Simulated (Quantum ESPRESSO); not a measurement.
# LiPtMo3Ru2V: one composition in several site orders

A calculation, not a measurement. The program is pw.x of Quantum ESPRESSO 7.5 (plane-wave density functional theory). The cell is made up: eight metal atoms on a hexagonal close-packed lattice, with elements, volume, strain and displacements drawn at random and not relaxed, so it may be unstable or far from any real phase. PseudoDojo standard norm-conserving files set the functional (PBE unless stated); there is no spin polarisation or spin-orbit coupling, the Fermi-Dirac width of 0.25 eV means electrons at about 2900 K, and the masses in the input are unused placeholders. Heavy elements are run without spin-orbit coupling, which real alloys of them have. A spin test at this wide smearing found no moment, but such smearing suppresses magnetism that the real alloy may have.

The runs put one composition on the sites in different orders. Cell, positions, cutoff, mesh and smearing stay as in the input of run 1; sites are counted in its order. Stress in the tables is positive in tension.

Input of run 1:

```
&control calculation='scf', pseudo_dir='./dojo.nc.sr.pbe.v0_5.standard.upf', outdir='./o', disk_io='minimal', tprnfor=.true., tstress=.true. /
&system ibrav=0, nat=8, ntyp=5, nbnd=71, ecutwfc=84.00895049, nosym=.true., tot_charge=0,
 occupations='smearing', smearing='fd', degauss=0.0183746611
/
&electrons conv_thr=1.470e-08, electron_maxstep=70, mixing_beta=0.5 /
ATOMIC_SPECIES
Li 1.0 Li.upf
Mo 1.0 Mo.upf
Pt 1.0 Pt.upf
Ru 1.0 Ru.upf
V 1.0 V.upf
CELL_PARAMETERS angstrom
2.8151 0.0 0.0
1.4075 -2.4379 -4.4359
1.4075 7.3137 -4.4359
ATOMIC_POSITIONS angstrom
Li -0.0485 0.0278 -0.0151
Pt 1.4272 2.4772 -4.5009
Mo 1.4366 -0.8347 -2.2083
Mo 2.8303 1.6064 -6.6598
Ru 2.7671 4.9322 -4.3959
V 2.8335 -0.0076 -4.4614
Ru 2.8214 1.6272 -2.239
Mo 4.1992 4.0979 -6.6754
K_POINTS automatic
9 5 3 1 1 1
```

| run | elements on sites 1 to 8 | free energy less that of run 1 (eV) | -TS (eV) | pressure (GPa) | stress xx (GPa) | stress yy (GPa) | stress zz (GPa) | stress yz (GPa) | stress xz (GPa) | stress xy (GPa) | iterations |
| --- | --- | --- | --- | --- | --- | --- | --- | --- | --- | --- | --- |
| 1 | Li Pt Mo Mo Ru V Ru Mo | 0.000 | -1.790 | -6.38 | 8.33 | 8.08 | 2.74 | -0.21 | 0.01 | -0.81 | 24 |
| 2 | Li V Ru Mo Ru Mo Pt Mo | -0.238 | -1.955 | -6.34 | 8.01 | 6.13 | 4.87 | -0.48 | 0.14 | -0.22 | 22 |
| 3 | Mo Ru Pt Li Ru Mo V Mo | 0.023 | -1.859 | -5.04 | 7.97 | 3.41 | 3.75 | -0.19 | -0.54 | -0.24 | 25 |
| 4 | Li Mo Pt V Ru Mo Ru Mo | -0.499 | -1.897 | -6.93 | 8.34 | 5.61 | 6.83 | 3.22 | -0.05 | -0.11 | 22 |
| 5 | Li Ru Mo Ru V Mo Mo Pt | -0.179 | -1.809 | -6.78 | 9.30 | 5.83 | 5.20 | -0.71 | -0.13 | -0.03 | 21 |
| 6 | V Mo Li Ru Pt Ru Mo Mo | -0.262 | -1.777 | -6.46 | 8.40 | 7.65 | 3.33 | -1.45 | 0.22 | -0.64 | 26 |

Forces Fx Fy Fz (eV/Å):

```
site              run 1              run 2              run 3              run 4             run 5              run 6
   1   0.11 -0.08 -0.11   0.12 -0.20 -0.38   0.17 -0.46 -0.33   0.11 -0.30 -0.47   0.09 -0.23 0.47     0.03 0.54 0.19
   2   -0.14 -0.56 0.47    -0.01 0.29 0.38   -0.04 -0.20 0.54    -0.03 0.46 0.60  -0.04 -0.29 0.37  -0.10 -0.24 -0.16
   3   -0.02 0.77 -0.23  -0.09 -0.32 -0.75   -0.33 0.68 -0.13   -0.18 0.30 -0.63  -0.01 -0.19 0.18   -0.11 0.06 -0.24
   4  -0.08 -0.40 -0.48  -0.12 -0.16 -0.30   -0.08 0.07 -0.25  -0.08 -0.38 -0.87  -0.01 0.03 -0.09    -0.17 0.17 0.63
   5    0.17 0.07 -0.10    0.13 -0.48 0.12    0.16 -0.69 0.00    0.15 -0.58 0.87   0.00 -1.16 0.18    0.28 0.21 -0.84
   6   -0.07 0.44 -0.28    -0.07 0.38 0.79     0.02 1.20 0.13    -0.04 0.33 0.11  -0.08 1.19 -0.04  -0.05 -0.43 -0.06
   7    0.03 -0.36 0.43   0.06 -0.23 -0.25  -0.01 -0.16 -0.58    0.02 0.58 -0.06  -0.01 0.42 -1.01     0.07 0.22 0.23
   8     0.00 0.11 0.30    -0.02 0.72 0.39    0.11 -0.46 0.60    0.05 -0.41 0.46   0.07 0.23 -0.07    0.04 -0.53 0.26
```

The sites are displaced and not relaxed, so the energy differences mix bonding between neighbours with strain and are not ordering energies. A rerun of one cell of this series at a higher cutoff and on a denser mesh moved values by no more than 0.005 eV in energy, 0.04 GPa in stress and 0.012 eV/Å in force, and a second program with other atomic files agreed on that cell to 2 % rms in force and 0.5 GPa in pressure.